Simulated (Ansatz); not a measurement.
Ca2BeN2 in space group I4/mmm (No. 139; Ca on 4e, Be on 2a, N on 4e), the program Ansatz at the r²SCAN level (PAW). The conduction-band minimum lies at Γ, with 1 equivalent valley. Second derivatives d²E/dk² of the lowest band at one valley (eV·Å²), along Cartesian directions:

```tsv
direction	d²E/dk²
[100]	19.66
[010]	19.66
[001]	28.23
[110]	19.66
[101]	23.95
[011]	23.95
```

Q: Find the principal effective masses, the density-of-states mass and the conductivity mass.

A: Off-diagonal terms follow from H_xy = H[110] − (H_xx + H_yy)/2, and m*/mₑ = 7.620 eV·Å² over each eigenvalue: 0.27, 0.39, 0.39. One valley's DOS mass (m₁m₂m₃)^(1/3) = 0.34, conductivity mass 3/(Σ 1/mᵢ) = 0.34 mₑ.

Q: What effective density of states Nc follows at 300 K for parabolic valleys?

A: Nc = 2.509e19 × 1 × (0.34)^(3/2) ≈ 5.0e18 cm⁻³.

The start of the workflow was typed in or built on a structure type; neither database checked (COD, Materials Project) lists it. Whether it is the stable phase at ambient conditions was not checked. The cell was relaxed with r²SCAN under the symmetry of its start; its stability against distortions is not shown here.

Potentials: the earlier of the program's two PAW sets. The files were generated under PBE; for other functionals the program regenerates the frozen cores, and for LDA and PBEsol the local potential too.

Edges and masses are those of Kohn–Sham bands, whose gap is no quasiparticle gap.
